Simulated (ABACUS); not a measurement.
A self-consistent single point of HgTe (Imm2, 2 atoms in the cell; from Materials Project mp-2730, changed as shown) with ABACUS.

Level of theory: PBE, numerical atomic orbitals TZP (confined pseudo-atomic orbitals with Gaussian additions; energy shift 0.003 Ry), PseudoDojo 0.5 standard norm-conserving PBE (tails mended) pseudopotentials (ABACUS 3.10.1).

The change in words: atom 1 moved by +0.04 angstrom along y. Reference geometry (F-43m):
```xyz
2
Lattice="0.0000 3.2900 3.2900 3.2900 0.0000 3.2900 3.2900 3.2900 0.0000" Properties=species:S:1:pos:R:3 pbc="T T T"
Hg     0.0000     0.0000     0.0000
Te     1.6450     1.6450     1.6450
```

Reference input (self-consistent single point, DFT, PBE, numerical atomic orbitals TZP (confined pseudo-atomic orbitals with Gaussian additions; energy shift 0.003 Ry), PseudoDojo 0.5 standard norm-conserving PBE (tails mended) pseudopotentials): basis = TZP numerical atomic orbitals, energy shift 0.003 Ry; KPT = Gamma 12 12 12 0 0 0; basis_type = lcao; dft_functional = PBE; ecutwfc = 100 Ry; smearing_method = mv; smearing_sigma = 0.00734986 Ry; potentials = PseudoDojo 0.5 standard norm-conserving PBE (tails mended); symmetry = 1; symmetry_prec = 1e-05; ks_solver = genelpa; scf_nmax = 100. This run's input differs from it in these lines:

```diff
@@ -45,3 +45,3 @@
 1
-   0.0000000000    0.0000000000    0.0000000000
+   0.0000000000    0.0755883602   -0.0000000000
```

The program printed (abridged):

```
 SELF-CONSISTENT
 -------------------------------------------

                  longest orb rcut (Bohr) = 7.5
   longest nonlocal projector rcut (Bohr) = 2.3
                     search radius (Bohr) = 19.6

                          real space grid = [ 60, 60, 60 ]
                                 init_chg = atomic

 LCAO ALGORITHM --------------- ION=   1  ELEC=   1--------------------------------

 Density error is 0.0244568820058
 E_KohnSham     -542.8018409242      -7385.1979214581
 E_Fermi        0.5846144625         7.9540878239

 LCAO ALGORITHM --------------- ION=   1  ELEC=   2--------------------------------

   [... lines left out ...]

   [... 5 blocks of this kind left out ...]

 LCAO ALGORITHM --------------- ION=   1  ELEC=   8--------------------------------

 Density error is 3.52173491026e-07
 E_KohnSham     -542.8183099053      -7385.4219934426
 E_Fermi        0.5906898775         8.0367480850

 LCAO ALGORITHM --------------- ION=   1  ELEC=   9--------------------------------

 Density error is 6.57623586065e-08
 E_KohnSham     -542.8183099054      -7385.4219934431
 E_KS(sigma->0) -542.8183255207      -7385.4222059006
 E_entropy(-TS) 0.0000312307         0.0004249150
 E_Fermi        0.5906900143         8.0367499468
 charge density convergence is achieved
 final etot is -7385.4219934 eV
 EFERMI = 8.0367499468 eV

 STATE ENERGY(eV) AND OCCUPATIONS    NSPIN == 1
   [... 25 lines left out ...]

 TOTAL-FORCE (eV/Angstrom)
                       Hg1         0.0000000000        -0.1358894164         0.0000000000
                       Te1         0.0000000000         0.1358894164         0.0000000000

 TOTAL-STRESS (KBAR)
        14.3324644960        -0.0000000000         4.5733688775
         0.0000000000        14.1041595241         0.0000000000
         4.5733688775        -0.0000000000        14.3324644960
 TOTAL-PRESSURE: 14.256363 KBAR

 --------------------------------------------
 !FINAL_ETOT_IS -7385.4219934430775538 eV
 --------------------------------------------
```

The run converged in 9 iterations. Against the reference run the free energy rises by 1.5 meV/atom and the pressure hardly changes (1.40 to 1.43 GPa).

Spin-orbit coupling is left out, which matters for bands and gaps with elements this heavy. The atom-centred basis is finite, which shifts total energies, pressures and forces against plane waves. The structure comes from a collection of computed structures, made at another level of theory; the collection holds predicted forms beside known ones.

Cost on one core: about 17 core-seconds (a rough figure).

The atomic orbitals were generated for these runs; they are not ABACUS's published sets and were checked against plane waves on a few crystals only.

“Tails mended”: in these copies of the files the far tail of each local potential was reset to the Coulomb form.
